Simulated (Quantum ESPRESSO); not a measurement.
## Calculated data, Mg$_{4}$Se$_{3}$O (made-up cell), MgGa$_{2}$SiN$_{4}$ (made-up cell)

Computed with Quantum ESPRESSO 7.5. Calculation on a made-up crystal cell, not a measurement, rerun at a higher cutoff and a denser mesh: periodic Kohn-Sham density functional theory in plane waves with PseudoDojo standard norm-conserving scalar-relativistic pseudopotentials, each functional with its own files (v0.5 for PBE, v0.4.1 for LDA and PBEsol), no spin polarisation, no spin-orbit coupling, atoms not relaxed, stress positive in tension, energies less a fixed whole-eV offset for each atom's element; levels are Kohn-Sham levels at fractions of this cell's reciprocal vectors, counted from the reference band (half the neutral cell's valence electrons, rounded up) at Gamma; error bars give the change to or from the runs named with them, not the error of the files; each bar is the largest change over components, and at least 0.002 eV, 0.002 eV per angstrom or 0.02 GPa; energies are for the whole cell, and the offsets were chosen from early runs and are not element reference energies.

Common to all runs: functional pbe; fermi dirac smearing 0.025 eV; scf tolerance 1e-07 eV; electrons removed 0; k mesh 6 x 6 x 6, shifted by half a step.

(1) 
```cif
# cell vector a (Å): 4.1400 0.0249 -0.0463
# cell vector b (Å): 0.0432 7.1552 0.0632
# cell vector c (Å): -0.0756 0.0596 6.7785
data_Mg4Se3O
_symmetry_space_group_name_H-M 'P 1'
_symmetry_Int_Tables_number 1
_cell_length_a 4.1403
_cell_length_b 7.1556
_cell_length_c 6.7792
_cell_angle_alpha 88.994
_cell_angle_beta 91.277
_cell_angle_gamma 89.315
_cell_volume 200.75
loop_
_atom_site_label
_atom_site_type_symbol
_atom_site_fract_x
_atom_site_fract_y
_atom_site_fract_z
_atom_site_occupancy
Mg1 Mg 0.00504 0.97121 0.99635 1
Mg2 Mg 0.47887 0.50148 0.01822 1
Mg3 Mg 0.51563 0.16633 0.50537 1
Mg4 Mg 0.99064 0.67013 0.51836 1
Se1 Se 0.99446 0.99666 0.34954 1
Se2 Se 0.49698 0.48540 0.36081 1
O1 O 0.49868 0.14589 0.88569 1
Se3 Se 0.00359 0.65957 0.88834 1
_calc_lattice_type 'wurtzite'
_calc_cutoff 1467  # eV
_calc_stress_xx ?
_calc_stress_zz ?
_calc_stress_xz ?
```

Atoms:
```
atoms element  atom site  atom energy offset (eV)
           Mg          1                    -1617
           Mg          2                    -1617
           Mg          3                    -1617
           Mg          4                    -1617
           Se          5                    -3300
           Se          6                    -3300
            O          7                     -452
           Se          8                    -3300
```

(2) 
```cif
# cell vector a (Å): 4.3672 0.0509 0.0242
# cell vector b (Å): 0.0509 4.5057 -0.0071
# cell vector c (Å): 0.0242 -0.0071 4.3437
data_MgGa2SiN4
_symmetry_space_group_name_H-M 'P 1'
_symmetry_Int_Tables_number 1
_cell_length_a 4.3676
_cell_length_b 4.5060
_cell_length_c 4.3438
_cell_angle_alpha 90.180
_cell_angle_beta 89.364
_cell_angle_gamma 88.686
_cell_volume 85.46
loop_
_atom_site_label
_atom_site_type_symbol
_atom_site_fract_x
_atom_site_fract_y
_atom_site_fract_z
_atom_site_occupancy
Ga1 Ga 0.99202 0.98759 0.01223 1
Si1 Si 0.99793 0.50231 0.50331 1
Ga2 Ga 0.49490 0.00088 0.49788 1
Mg1 Mg 0.49478 0.50413 0.00481 1
N1 N 0.24540 0.23824 0.24172 1
N2 N 0.25030 0.75156 0.75375 1
N3 N 0.75344 0.25430 0.74121 1
N4 N 0.75586 0.74938 0.25016 1
_calc_lattice_type 'zincblende/diamond'
_calc_cutoff 1437  # eV
_calc_stress_xx ?
_calc_stress_zz ?
```

Atoms:
```
atoms element  atom site  atom energy offset (eV)
           Ga          1                    -2080
           Si          2                     -115
           Ga          3                    -2080
           Mg          4                    -1617
            N          5                     -283
            N          6                     -283
            N          7                     -283
            N          8                     -283
```

Q: Give the missing stress xx for Mg$_{4}$Se$_{3}$O (made-up cell) (entry 1).
A: 3.069 GPa

Q: Mg$_{4}$Se$_{3}$O (made-up cell) (entry 1): stress zz?
A: -1.532 GPa

Q: What stress xz does the calculation give for Mg$_{4}$Se$_{3}$O (made-up cell) (entry 1)?
A: -0.8865 GPa

Q: Give the missing stress xx for MgGa$_{2}$SiN$_{4}$ (made-up cell) (entry 2).
A: -14.05 GPa

Q: MgGa$_{2}$SiN$_{4}$ (made-up cell) (entry 2): stress zz?
A: -13.35 GPa

Q: Give the table of forces values for MgGa$_{2}$SiN$_{4}$ (made-up cell) (entry 2).
A: 
Forces:
```
site  x (eV/Å)  y (eV/Å)  z (eV/Å)
   1    0.3202     1.503    -1.385
   2    0.1385   -0.6243   -0.0588
   3    0.2675    0.2382    0.5986
   4    0.4291   -0.6672    0.1517
   5    -1.949     2.007     2.374
   6    -2.371    -1.272    -2.891
   7     1.951    0.8775    -1.667
   8     1.214    -2.063     2.877
```

Further results for Mg$_{4}$Se$_{3}$O (made-up cell) (entry 1):

- free energy less offsets: 1.212 eV
- scf iterations: 12
- smearing term minus ts: 0 eV
- pressure: -0.6095 GPa
- stress yy: 0.292 GPa
- stress yz: 0.05658 GPa
- stress xy: 1.026 GPa
- reference band: 47
- error bar energy: 0.008563 eV
- error bar stress: 0.09729 GPa
- error bar force: 0.01209 eV/Å
- error bar next band up: 0.002 eV
- error bars from: change from the looser run of this cell

Forces:
```
site  x (eV/Å)  y (eV/Å)  z (eV/Å)
   1  -0.02353     3.194    -1.453
   2    0.8871    -1.911    -1.743
   3   -0.3436   -0.7431     1.592
   4   0.09516   -0.2068   -0.8269
   5    0.2558   0.04005     1.579
   6   -0.0379    0.7903     2.092
   7   0.05842    -0.231   -0.4898
   8   -0.8914    -0.933   -0.7497
```

Levels:
```
level k point  next band up (eV)
        Gamma               1.56
(1/2,1/2,1/2)              2.923
   (0.15,0,0)               2.22
   (0,0.15,0)              1.823
   (0,0,0.15)              1.869
```

Further results for MgGa$_{2}$SiN$_{4}$ (made-up cell) (entry 2):

- free energy less offsets: -2.748 eV
- scf iterations: 12
- smearing term minus ts: 0 eV
- pressure: 11.44 GPa
- stress yy: -6.935 GPa
- stress yz: 1.857 GPa
- stress xz: 2.845 GPa
- stress xy: 2.021 GPa
- error bar energy: 0.003469 eV
- error bar stress: 0.02 GPa
- error bar force: 0.003285 eV/Å
- error bars from: change from the looser run of this cell
